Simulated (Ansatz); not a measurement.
Relaxing C

These are results of DFT r2SCAN, scalar-relativistic, plane waves, PAW (Ansatz 0.2.0), not measurements. Settings: 500 eV cutoff, 18×18×2 k-mesh, Gaussian smearing of 0.10 eV, no spin polarisation.

What was changed: uniaxial strain along c, with a, b and atoms relaxed: -2.0 %.

Command:

```bash
ansatz run input.yaml --threads 2 --pin off --max-ram 5120MiB --backend cpu --events-out ev --progress --plain --runs-dir out
```

Input:

```yaml
crystal:
  lattice:
    - [2.4681468079, 0.0, 0.0]
    - [-1.2340734039, 2.1374778359, 0.0]
    - [0.0, 0.0, 29.0767606547]
  atoms:
    - { symbol: C, position: [0.6666667011, 0.3333332989, 0.6300589522] }
    - { symbol: C, position: [0.6666666319, 0.3333333681, 0.130063031] }
    - { symbol: C, position: [0.6666666319, 0.3333333681, 0.369936969] }
    - { symbol: C, position: [0.6666667011, 0.3333332989, 0.8699410478] }
    - { symbol: C, position: [1.86e-08, -1.86e-08, 0.25] }
    - { symbol: C, position: [0.3333333681, 0.6666666319, 0.869936969] }
    - { symbol: C, position: [-1.86e-08, 1.86e-08, 0.75] }
    - { symbol: C, position: [0.6666666855, 0.3333333145, 0.25] }
    - { symbol: C, position: [0.3333332989, 0.6666667011, 0.3699410478] }
    - { symbol: C, position: [0.3333333145, 0.6666666855, 0.75] }
    - { symbol: C, position: [0.3333332989, 0.6666667011, 0.1300589522] }
    - { symbol: C, position: [0.3333333681, 0.6666666319, 0.630063031] }
basis:
  ecutwfc: 500
kpoints:
  mp_grid: { grid: [18, 18, 2] }
hamiltonian:
  xc: r2scan
scf:
  occupations: { method: gaussian, width: 0.1 }
output:
  forces: true
  stress: true
  eigenvalues: true
relax:
  adjacent_minimum: "off"
  f_tol: 0.008
  max_steps: 40
  cell: { stress_tol: 0.015, fix: [c, angles] }
```

F is the free energy. Steps run on the plane waves of an earlier cell, but the last one, and at times one on the way, on a freshly chosen basis, so a repeated geometry can differ a little in energy. The held parts of the cell keep their stress, so P needn't end at zero.

Steps:

```csv
step,F − F(1) (eV),largest force component (eV/Å),V (Å³/atom),P (GPa)
1,0.0000,0.005,12.783,-2.86
2,-0.0199,0.002,12.694,-0.89
3,-0.0219,0.001,12.655,0.03
4,-0.0219,0.000,12.656,0.00
5,-0.0215,0.000,12.656,0.00
```

Relaxed structure:

```cif
data_structure
_symmetry_space_group_name_H-M 'P 1'
_symmetry_Int_Tables_number 1
_cell_length_a 2.4559
_cell_length_b 2.4559
_cell_length_c 29.0768
_cell_angle_alpha 90.000
_cell_angle_beta 90.000
_cell_angle_gamma 120.000
_cell_volume 151.87
loop_
_atom_site_label
_atom_site_type_symbol
_atom_site_fract_x
_atom_site_fract_y
_atom_site_fract_z
_atom_site_occupancy
C1 C 0.66667 0.33333 0.62883 1
C2 C 0.66667 0.33333 0.12883 1
C3 C 0.66667 0.33333 0.37117 1
C4 C 0.66667 0.33333 0.87117 1
C5 C 0.00000 0.00000 0.25000 1
C6 C 0.33333 0.66667 0.87117 1
C7 C 0.00000 0.00000 0.75000 1
C8 C 0.66667 0.33333 0.25000 1
C9 C 0.33333 0.66667 0.37117 1
C10 C 0.33333 0.66667 0.75000 1
C11 C 0.33333 0.66667 0.12883 1
C12 C 0.33333 0.66667 0.62883 1
```

Symmetry: P6_3/mmc, No. 194, hexagonal system. Conventional cell: a = 2.456 Å, b = 2.456 Å, c = 29.077 Å, α = 90.00°, β = 90.00°, γ = 120.00°. C (site symmetry 3m) is surrounded by 3 C at 1.42 Å. C (site symmetry 3m) has 3 C at 1.42 Å as nearest neighbours. C (site symmetry -6m2) has 3 C at 1.42 Å as nearest neighbours. C (site symmetry -6m2) is surrounded by 3 C at 1.42 Å.

The run converged. Time: 5.2 min on 2 threads of Arm Neoverse V1, with other jobs on the host, peak memory 1.4 GiB.